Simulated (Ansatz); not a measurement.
SrTiO3:
Space group I4/mcm (No. 140); a = b = 5.431 Å, c = 7.742 Å, α = β = γ = 90.00°

```csv
atom,site,symmetry,x,y,z
Sr,4b,-42m,0.0000,0.5000,0.2500
Ti,4c,4/m..,0.0000,0.0000,0.0000
O,8h,m.2m,0.2226,0.2774,0.0000
O,4a,422,0.0000,0.0000,0.2500
```
(The calculation used a cell of 10 atoms; values per cell refer to that cell.)

Relaxed with LDA.

Question: Give the optical modes at the zone centre with their infrared and Raman activity from DFPT, LDA (plane waves, PAW; program Ansatz).

Answer: Transverse frequencies, without the LO–TO term; a row sums one degenerate level.

```csv
ω (cm⁻¹),degeneracy,IR ((D/Å)²/amu),Raman (Å⁴/amu),activity,symmetry
44,2,0.00,0.69,Raman,Eg
56,2,271.76,0,IR,Eu
65,1,143.76,0,IR,A2u
142,1,0.00,8.2,Raman,A1g
144,2,0.00,0.47,Raman,Eg
150,1,0.00,6.2,Raman,B2g
170,2,8.29,0,IR,Eu
179,1,0.00,0,silent,A2u
248,2,0.15,0,IR,Eu
261,1,0.00,0,silent,B1u
434,1,0.00,0,silent,A1u
437,1,0.00,30,Raman,B2g
438,2,0.00,3.3,Raman,Eg
439,2,2.47,0,IR,Eu
492,1,0.00,0,silent,A2g
503,1,0.00,32,Raman,B1g
542,2,62.10,0,IR,Eu
546,1,29.55,0,IR,A2u
844,1,0.00,0,silent,A2g
```

Question: How high does the top mode go among those that the LO–TO term moves?

Answer: 776 cm⁻¹ for q along x, 776 cm⁻¹ for q along y, 774 cm⁻¹ for q along z.

The first step of the workflow began from a Materials Project structure, measured or hypothetical; the Crystallography Open Database files this formula in space group No. 140, but the cells were not matched. It is not the phase usual at ambient conditions (space group No. 221). The LDA relaxation kept the symmetry of its start; its stability against distortions is not shown here. No spin polarisation was allowed.

Potentials: the later of the program's two PAW sets.
